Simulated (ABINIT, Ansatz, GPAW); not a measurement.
# One calculation of CsLiCr2Te2S3, 3 ways

```xyz
9
Lattice="3.3193 1.9164 6.8798 -3.3193 1.9164 6.8798 0.0000 -3.8328 6.8798" Properties=species:S:1:pos:R:3 pbc="T T T"
Cs    0.0000    0.0000    0.0000
Li    0.0000    0.0000   10.3197
Cr    0.0000    0.0000   16.4802
Cr    0.0000    0.0000    4.1593
Te    0.0000    0.0000   14.0328
Te    0.0000    0.0000    6.6067
S    -2.4147    0.0000   10.3197
S     1.2074   -2.0912   10.3197
S     1.2074    2.0912   10.3197
```

The cell comes from a database or a generator and needn't be the stable form of this composition.

Alike in all runs: task band structure; functional LDA; k mesh 4 × 4 × 4; occupations fermi-dirac, width 0.05 eV; collinear spin, ferromagnetic start; no spin-orbit coupling. LDA stands for any of its common fits. Pressure is positive in compression and, in plane waves, holds the error of the finite cutoff.

| program and potentials | plane-wave cutoff (eV) | notes | pressure (GPa) | net moment per atom (μB) | largest force (eV/Å) |
| --- | --- | --- | --- | --- | --- |
| GPAW, the program's PAW data sets (release 1.2.1) made for this functional | 800 | 5.78 valence electrons an atom on average | -3.95 | 0.44 | 0.578 |
| Ansatz, all-electron LAPW, scalar-relativistic | - | - | -3.88 | 0.44 | 0.488 |
| ABINIT, JTH PAW PBE v2.0 | 707 | potentials made for PBE; 7.78 valence electrons an atom on average | -3.68 | 0.44 | 0.371 |

Force on atom 5 (Te), eV/Å:

```csv
program and potentials,x,y,z
"GPAW, the program's PAW data sets (release 1.2.1) made for this functional",0.000,0.000,0.578
"Ansatz, all-electron LAPW, scalar-relativistic",0.000,0.000,0.488
"ABINIT, JTH PAW PBE v2.0",0.000,0.000,0.364
```

The pressure spans -3.95 (GPAW, the program's PAW data sets (release 1.2.1) made for this functional) to -3.68 GPa (ABINIT, JTH PAW PBE v2.0), with all-electron results at -3.88. All agree on the net moment per atom. The state is the one that the start led to, which needn't be the lowest.

The functional is the same throughout but for its coding, so the spread measures potentials, basis and numerics; runs on potential files found faulty are left out.
